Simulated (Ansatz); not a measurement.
Sb: two-dimensional strain map

Computed with DFT r2SCAN, scalar-relativistic, plane waves, PAW (Ansatz 0.2.0). Cutoff 500 eV, Γ-centred 16×16×16 k-points, Gaussian smearing of 0.15 eV. No spin polarisation. Energies are free energies at this smearing, counted from the undisturbed cell; pressure is positive in compression.

Reference structure (as given, not relaxed at this level; it stands at -3.8 GPa; this simple cubic form isn't the usual structure):

```
Sb
1.0
     3.16000    0.00000    0.00000
     0.00000    3.16000    0.00000
     0.00000    0.00000    3.16000
Sb
1
Direct
  0.00000 0.00000 0.00000
```

The cell is strained by p along both x and y and by q along z, fractional coordinates fixed. Points are written (p, q).

Energy above the undisturbed cell in meV/atom (a dash: not computed):

| p \ q | -0.080 | -0.040 | 0.000 | 0.040 | 0.080 |
| --- | --- | --- | --- | --- | --- |
| -0.080 | 179.4 | 111.5 | 99.6 | 116.3 | 155.6 |
| -0.040 | 44.0 | -12.8 | -12.9 | 20.9 | 74.3 |
| 0.000 | 27.5 | -11.9 | 0.0 | 43.4 | 106.0 |
| 0.040 | 98.9 | 66.4 | 89.3 | 143.4 | 213.3 |
| 0.080 | 224.1 | 198.2 | 225.4 | 286.8 | 366.1 |

Pressure in GPa:

```
 p \ q  -0.080  -0.040  0.000  0.040  0.080
-0.080    16.1    11.6    8.5    6.1    4.4
-0.040     7.5     3.5    0.9   -0.8   -2.1
 0.000     1.7    -1.6   -3.8   -5.1   -5.9
 0.040    -1.9    -4.6   -6.3   -7.4   -8.0
 0.080    -3.9    -6.3   -7.8   -8.6   -9.1
```